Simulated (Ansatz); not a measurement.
**Clamped-ion strain scan in Ag**

Theory: Ansatz, DFT LDA, scalar-relativistic, plane waves, PAW. Settings: plane waves to 420 eV, k-mesh 20×20×20 (Γ-centred), Gaussian smearing 0.15 eV. No spin polarisation. Energies are free energies at this smearing, counted from the undisturbed cell; pressure is positive in compression.

Zero of the scan (as given, not relaxed at this level; it stands at -7.3 GPa):

```
CELL_PARAMETERS angstrom
0.00000 2.04310 2.04310
2.04310 0.00000 2.04310
2.04310 2.04310 0.00000
ATOMIC_POSITIONS crystal
Ag 0.00000 0.00000 0.00000
```

The cell is strained by ε times the Voigt pattern (1, 1, 0, 0, 0, 0) (xx, yy, zz, yz, xz, xy; engineering shear) with fractional coordinates fixed. The cell is metallic on the mesh throughout.

| ε | ΔE (meV/atom) |
| --- | --- |
| -0.1500 | 740.1 |
| -0.1125 | 282.8 |
| -0.0750 | 55.7 |
| -0.0375 | -21.6 |
| 0.0000 | 0.0 |
| 0.0375 | 85.8 |
| 0.0750 | 211.8 |
| 0.1125 | 360.3 |
| 0.1312 | 439.3 |
| 0.1500 | 520.8 |

Problem. Predict the pressure (GPa) at each point.

Solution.
```tsv
ε	pressure (GPa)
-0.1500	79.0
-0.1125	41.1
-0.0750	17.1
-0.0375	2.0
0.0000	-7.3
0.0375	-12.9
0.0750	-15.9
0.1125	-17.2
0.1312	-17.5
0.1500	-17.6
```